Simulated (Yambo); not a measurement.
Yambo input for SiC (4H, space group P6_3mc, No. 186) (a = b = 3.076 Å, c = 10.071 Å, α = β = 90.00°, γ = 120.00°), on PBEsol (Quantum ESPRESSO, PseudoDojo norm-conserving, 82 Ry, without SOC) wavefunctions on a 15×15×4 mesh:

```
optics
chi
dipoles
kernel
FFTGvecs= 40 Ry
Chimod= "HARTREE"
NGsBlkXd= 3 Ry
% QpntsRXd
 1 | 1 |
%
% BndsRnXd
 1 | 62 |
%
GrFnTpXd= "R"
% EnRngeXd
 0.0 | 20.0 | eV
%
% DmRngeXd
 0.2 | 0.2 | eV
%
CGrdSpXd= 50
ETStpsXd= 161
% LongDrXd
 0.0 | 0.0 | 1.0 |
%
```

First lines of the file o-*.eps_q1_inv_rpa_dyson:

```
Absorption @ Q(1):   0.00000000     0.00000000     1.00000000    [q->0 direction]
#
# [ X ] Hartree size     :   65
# [GEN] GF Energies     : Perdew, Burke & Ernzerhof SOL(X)+Perdew, Burke & Ernzerhof SOL(C)
# [GEN] Green`s Function     : Retarded
#
# [GEN] Gauge     : Length
# [GEN] [r,Vnl] included     : yes
#
#    E[1] [eV]     Im(eps)     Re(eps)     Im(eps_o)     Re(eps_o)
#
     0.000000     0.16133E-14     7.268826     -0.16507E-17     7.650898
     0.125000     0.006821     7.270947     0.007319     7.653174
     0.250000     0.013680     7.277321     0.014677     7.660014
     0.375000     0.020612     7.287983     0.022114     7.671453
     0.500000     0.027656     7.302989     0.029672     7.687553
     0.625000     0.034853     7.322421     0.037392     7.708402
     0.750000     0.042246     7.346386     0.045320     7.734112
     0.875000     0.049880     7.375019     0.053507     7.764829
     1.000000     0.057808     7.408484     0.062007     7.800727
     1.125000     0.066085     7.446977     0.070879     7.842016
     1.250000     0.074775     7.490734     0.080191     7.888945
     1.375000     0.083950     7.540027     0.090019     7.941808
     1.500000     0.093692     7.595180     0.100452     8.000947
     1.625000     0.104099     7.656568     0.111591     8.066761
     1.750000     0.115283     7.724630     0.123558     8.139719
     1.875000     0.127381     7.799881     0.136494     8.220368
     2.000000     0.140554     7.882922     0.150573     8.309346
     2.125000     0.155003     7.974465     0.166005     8.407409
     2.250000     0.170974     8.075351     0.183049     8.515449
     2.375000     0.188777     8.186585     0.202034     8.634529
     2.500000     0.208812     8.309373     0.223378     8.765930
     2.625000     0.231597     8.445188     0.247628     8.911206
     2.750000     0.257830     8.595836     0.275515     9.072266
     2.875000     0.288468     8.763577     0.308042     9.251493
     3.000000     0.324873     8.951278     0.346638     9.451909
     3.125000     0.369065     9.162647     0.393415     9.677414
     3.250000     0.424195     9.402568     0.451671     9.933142
     3.375000     0.495520     9.677564     0.526905     10.22594
     3.500000     0.592550     9.996175     0.629067     10.56475
     3.625000     0.733916     10.36766     0.777652     10.95924
     3.750000     0.953892     10.79058     1.008475     11.40778
     3.875000     1.274659     11.23307     1.344425     11.87695
     4.000000     1.717639     11.71509     1.808443     12.38709
```
(The file goes on to the top of the energy range.) Convergence of the RPA response with its 15×15×4 mesh was not tested.

Geometry of the Materials Project entry, not relaxed at this level.
